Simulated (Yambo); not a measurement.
GaAlN2 (space group P-4m2, No. 115), G0W0@PBEsol in Yambo with this input:

```
rim_cut
gw0
dyson
el_el_corr
HF_and_locXC
ppa
em1d
RandQpts= 1000000
RandGvec= 1 Ry
EXXRLvcs= 84 Ry
VXCRLvcs= 336 Ry
Chimod= "HARTREE"
% BndsRnXp
 1 | 103 |
%
NGsBlkXp= 10 Ry
% LongDrXp
 1.0 | 1.0 | 1.0 |
%
PPAPntXp= 27.2114 eV
% GbndRnge
 1 | 103 |
%
GTermKind= "BG"
DysSolver= "n"
ExtendOut
```

On a 4×4×4 mesh, with wavefunctions cut at 84 Ry, the gap (Γ → Γ) is 3.795 eV and the valence edge shifts by -0.484 eV.

Question: What happens with this change: no terminator?

Answer: The gap falls by 0.080 eV, to 3.715 eV; the shift of the valence edge becomes -0.287 eV. Neither run is shown to be the converged limit.

The standard potential for Ga keeps a d shell in the valence without the s and p states of that shell. In tests on such compounds this moved G0W0 gaps by up to about 0.9 eV, so absolute quasiparticle energies here are unreliable; differences between settings are what counts.

Spin-orbit coupling is not included.

Geometry relaxed with PBEsol; primitive cell a = b = 3.143 Å, c = 4.424 Å, α = β = γ = 90.00°.

The structure is a Materials Project entry; no match was found in the copy of COD used, and its stability was not checked.

A shift is the quasiparticle energy of the state minus its PBEsol energy.
